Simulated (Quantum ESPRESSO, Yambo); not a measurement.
At a photon energy of 10.00 eV, RPA with local fields on PBEsol bands shifted by a G0W0 scissor of 2.35 eV (Quantum ESPRESSO and Yambo; 10×6×6 mesh, 49 bands, 3 Ry local-field block, 0.2 eV broadening) gives ε = 4.17 + 1.01i for AlO$_{2}$H (space group Pmn2_1, No. 31), field along x. Axes are Cartesian, with cell vectors (Å) (2.86, 0.00, 0.00), (0.00, 4.26, 0.00), (0.00, 0.00, 4.77).

Task: Work out n, κ, the normal-incidence reflectivity, the absorption coefficient and the penetration depth.

Result: 
|ε| = 4.29; n = √((|ε| + ε1)/2) = 2.06, κ = √((|ε| − ε1)/2) = 0.25. R = ((n − 1)² + κ²)/((n + 1)² + κ²) = 0.13. α = 2Eκ/(ħc) with ħc = 197.327 eV nm: 0.0249 per nm = 2.5 × 10⁵ per cm, a 1/e depth of 40 nm. The computed direct gap is 7.95 eV, and the energy scale of the real crystal may differ from it. Excitonic effects are left out, and values at one energy depend on mesh and broadening. The scissor comes from a G0W0 run whose convergence isn't established. Convergence of the RPA response with its 10×6×6 mesh was not tested.

Geometry of the Materials Project entry, not relaxed at this level; primitive cell a = 2.862 Å, b = 4.263 Å, c = 4.770 Å, α = β = γ = 90.00°.
